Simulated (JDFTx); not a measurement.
An input for JDFTx (a modified build) (V(110), CANDLE, water, 1 M KF; bohr, hartree) and the course of its log:

```
lattice \
  5.6359191941 2.8179595970 0.0000000000 \
  0.0000000000 3.9851966724 0.0000000000 \
  0.0000000000 0.0000000000 42.1408925792
coords-type Lattice
ion V 0.5000000000 0.0000000000 -0.1418525960 0
ion V 0.0000000000 0.0000000000 -0.0472841990 0
ion V 0.5000000000 0.0000000000 0.0472841990 0
ion V 0.0000000000 0.0000000000 0.1418525960 0
ion-species pseudo/v_pbe_v1.4.upf
elec-cutoff 20 100
elec-ex-corr gga-PBE
coulomb-interaction Slab 001
coulomb-truncation-embed 0 0 0
kpoint-folding 10 10 1
elec-smearing Fermi 0.01
elec-n-bands 37
electronic-scf nIterations 100 energyDiffThreshold 1e-08
fluid LinearPCM
pcm-variant CANDLE
fluid-solvent H2O
fluid-cation K+ 1
fluid-anion F- 1
fluid-minimize nIterations 400 knormThreshold 1e-11
wavefunction read vac.wfns
elec-initial-eigenvals vac.eigenvals
dump-name f0.$VAR
dump End State Ecomponents EigStats BandEigs Forces ElecDensity IonicPositions Fillings Kpoints Dtot FluidDebug BoundCharge FluidDensity
```

```
[one cycle in 5 is shown, and the last three; fluid-solver lines are left out]
	FillingsUpdate:  mu: -0.161957133  nElectrons: 52.000000
SCF: Cycle:  0   F: -286.861303313271151   dF: +3.529e-05   |Residual|: 1.218e-03   |deigs|: 2.951e-06
	FillingsUpdate:  mu: -0.159734482  nElectrons: 52.000000
SCF: Cycle:  5   F: -286.861350460507765   dF: -1.120e-06   |Residual|: 1.452e-04   |deigs|: 4.523e-04
	FillingsUpdate:  mu: -0.159295224  nElectrons: 52.000000
SCF: Cycle: 10   F: -286.861350575244614   dF: +2.978e-07   |Residual|: 1.549e-04   |deigs|: 3.397e-05
	FillingsUpdate:  mu: -0.159321067  nElectrons: 52.000000
SCF: Cycle: 15   F: -286.861350895903911   dF: -6.541e-08   |Residual|: 1.213e-05   |deigs|: 2.025e-05
	FillingsUpdate:  mu: -0.159301920  nElectrons: 52.000000
SCF: Cycle: 20   F: -286.861350900402613   dF: -2.179e-08   |Residual|: 1.073e-05   |deigs|: 1.583e-05
	FillingsUpdate:  mu: -0.159312228  nElectrons: 52.000000
SCF: Cycle: 25   F: -286.861350901950743   dF: -1.604e-07   |Residual|: 9.748e-06   |deigs|: 1.414e-05
	FillingsUpdate:  mu: -0.159305513  nElectrons: 52.000000
SCF: Cycle: 30   F: -286.861350887900528   dF: -6.249e-09   |Residual|: 4.116e-05   |deigs|: 2.132e-05
	FillingsUpdate:  mu: -0.159294259  nElectrons: 52.000000
SCF: Cycle: 35   F: -286.861350849966641   dF: +4.504e-08   |Residual|: 4.038e-05   |deigs|: 2.521e-05
	FillingsUpdate:  mu: -0.159299385  nElectrons: 52.000000
SCF: Cycle: 40   F: -286.861350894147051   dF: +7.415e-09   |Residual|: 1.561e-05   |deigs|: 1.472e-05
	FillingsUpdate:  mu: -0.159281120  nElectrons: 52.000000
SCF: Cycle: 45   F: -286.861350853839156   dF: +3.950e-08   |Residual|: 3.290e-05   |deigs|: 3.910e-05
	FillingsUpdate:  mu: -0.159291413  nElectrons: 52.000000
SCF: Cycle: 50   F: -286.861350900356058   dF: -4.349e-08   |Residual|: 1.814e-05   |deigs|: 2.912e-05
	FillingsUpdate:  mu: -0.159313637  nElectrons: 52.000000
SCF: Cycle: 55   F: -286.861350902213417   dF: -4.046e-08   |Residual|: 1.358e-05   |deigs|: 2.233e-05
	FillingsUpdate:  mu: -0.159316376  nElectrons: 52.000000
SCF: Cycle: 60   F: -286.861350897998193   dF: -3.518e-08   |Residual|: 2.322e-05   |deigs|: 3.392e-05
	FillingsUpdate:  mu: -0.159311513  nElectrons: 52.000000
SCF: Cycle: 65   F: -286.861350905105382   dF: -5.005e-08   |Residual|: 5.452e-06   |deigs|: 1.079e-05
	FillingsUpdate:  mu: -0.159313644  nElectrons: 52.000000
SCF: Cycle: 70   F: -286.861350902437664   dF: -1.342e-07   |Residual|: 1.783e-05   |deigs|: 8.324e-06
	FillingsUpdate:  mu: -0.159293502  nElectrons: 52.000000
SCF: Cycle: 75   F: -286.861350895859061   dF: -4.886e-08   |Residual|: 2.450e-05   |deigs|: 1.259e-05
	FillingsUpdate:  mu: -0.159299329  nElectrons: 52.000000
SCF: Cycle: 80   F: -286.861350907909184   dF: -3.199e-08   |Residual|: 1.225e-05   |deigs|: 2.908e-05
	FillingsUpdate:  mu: -0.159334756  nElectrons: 52.000000
SCF: Cycle: 85   F: -286.861350855736248   dF: +4.923e-08   |Residual|: 4.249e-05   |deigs|: 3.734e-05
	FillingsUpdate:  mu: -0.159322118  nElectrons: 52.000000
SCF: Cycle: 90   F: -286.861350850898873   dF: +2.794e-08   |Residual|: 6.678e-05   |deigs|: 2.406e-05
	FillingsUpdate:  mu: -0.159300890  nElectrons: 52.000000
SCF: Cycle: 95   F: -286.861350899077308   dF: +7.280e-09   |Residual|: 1.560e-05   |deigs|: 1.285e-05
	FillingsUpdate:  mu: -0.159313786  nElectrons: 52.000000
SCF: Cycle: 97   F: -286.861350908540999   dF: -4.614e-08   |Residual|: 1.613e-05   |deigs|: 3.839e-05
	FillingsUpdate:  mu: -0.159311534  nElectrons: 52.000000
SCF: Cycle: 98   F: -286.861350902527818   dF: +6.013e-09   |Residual|: 2.040e-05   |deigs|: 2.433e-06
	FillingsUpdate:  mu: -0.159294203  nElectrons: 52.000000
SCF: Cycle: 99   F: -286.861350875612970   dF: +2.691e-08   |Residual|: 3.018e-05   |deigs|: 1.869e-05
SCF: None of the convergence criteria satisfied after 100 iterations.
IonicMinimize: Iter:   0  F: -286.861350875612970  |grad|_K:  0.000e+00
IonicMinimize: Converged (|grad|_K<1.000000e-04).
```

This run gave no converged result. The loop ran out of cycles short of its threshold. It has stalled and not diverged: the last ten energies span 6e-08 Ha, so the total is near its end, but levels, forces and charges aren't shown converged.
